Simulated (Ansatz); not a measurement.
BaSr2: stable or not

The cell was found from a structure generator's guess, not taken from experiment.

The calculation used Ansatz, DFT PBE, scalar-relativistic, plane waves, PAW. Plane waves to 420 eV, a 6×6×6 mesh through Γ for the 6-atom cell and 0.10 eV Gaussian smearing; no spin polarisation.

```yaml
crystal:
  lattice:
    - [6.97046, 0.00000, 0.00000]
    - [-3.48523, 6.03660, 0.00000]
    - [0.00000, 0.00000, 8.17876]
  atoms:
    - { symbol: Ba, position: [0.33333, 0.66667, 0.75000] }
    - { symbol: Ba, position: [0.66667, 0.33333, 0.25000] }
    - { symbol: Sr, position: [0.00000, 0.00000, 0.00000] }
    - { symbol: Sr, position: [0.00000, 0.00000, 0.50000] }
    - { symbol: Sr, position: [0.33333, 0.66667, 0.25000] }
    - { symbol: Sr, position: [0.66667, 0.33333, 0.75000] }
```

Formation energies are uncorrected and refer to the elements' standard structures at the same level.

Q: These tests were run: energy against the elements; phonons at Γ. What do they show?

A:

```json
{"test": "energy against the elements", "result": "+0.05 eV/atom"}
{"test": "phonons at Γ", "result": "imaginary modes down to 35i cm⁻¹"}
```

It fails 2 tests: energy against the elements and phonons at Γ. So it isn't even a local minimum.

The cell is a metal run without spin; a magnetic state may lie lower. The run for the phonons used a 6×6×6 k mesh and Fermi–Dirac smearing of 0.15 eV.
